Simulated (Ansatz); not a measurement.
A geometry of ZnSnP$_{2}$ away from equilibrium: step 6 of the relaxation of a relaxed ZnSnP2 cell with every coordinate shifted by Gaussian noise of σ = 0.3 Å. These are PBE (plane waves to 420 eV, PAW, scalar-relativistic; Ansatz, a first-principles code) values and carry that method's errors. Γ-centred k-mesh 5×5×6 on the run's cell (coarser than for final values), Fermi–Dirac smearing 0.05 eV.

```xyz
8
Lattice="-2.8512 2.8666 5.7195 2.8887 -2.8568 5.7333 2.8453 2.8508 -5.7146" Properties=species:S:1:pos:R:3:forces:R:3 pbc="T T T" free_energy=-21710.729 pressure_GPa=-0.4
Zn    -0.1439     2.7515     2.6085   -0.1357   -0.1590    0.7512
Zn    -0.1789    -0.0667     0.0362   -0.0721   -0.2616   -0.2810
Sn     2.6469    -0.1109     2.9746    0.3445   -0.3048   -0.3515
Sn    -0.1724    -0.1770     5.6654   -0.1472    0.1963    0.1482
P      1.2883     1.1031    -1.4855   -0.2817    0.1977   -0.0770
P      1.1979     1.4494     4.3016    0.1451    0.3482   -0.1035
P      1.3360    -1.5673     7.1543    0.0199   -0.0934    0.0002
P      1.1777     4.1988     1.3841    0.1272    0.0766   -0.0866
```

Positions in Å, forces in eV/Å, free energy of the cell in eV (comparable only within this code, potentials and settings). Largest force: 0.78 eV/Å, on Zn1 (atoms numbered as listed); the geometry lies 0.02 eV/atom above the end of its relaxation.

No spin polarisation in the result.
